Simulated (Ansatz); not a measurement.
Na (bcc (W type), Im-3m) at seven volumes, plane-wave PAW PBE (Ansatz code), scaled uniformly. One row is withheld.

| V (Å³/atom) | P (GPa) |
|---|---|
| 33.639 | ? |
| 34.748 | 0.54 |
| 35.857 | 0.25 |
| 36.966 | 0.00 |
| 38.075 | -0.22 |
| 39.184 | -0.41 |
| 40.293 | -0.57 |

### Question
Fit the shown pressures and predict the withheld one.

### Answer
P = (3/2)B₀(x^(7/2) − x^(5/2))[1 + (3/4)(B′ − 4)(x − 1)] with x = (V₀/V)^(2/3). Least squares on the six rows gives V₀ = 36.958 Å³/atom, B₀ = 7.8 GPa, B′ = 3.80. At V = 33.639, x = 1.0647 and P = 0.88 GPa. The run itself gave 0.87 GPa.

The cell was relaxed with PBE under the symmetry of its start.

Potentials: the earlier of the program's two PAW sets.
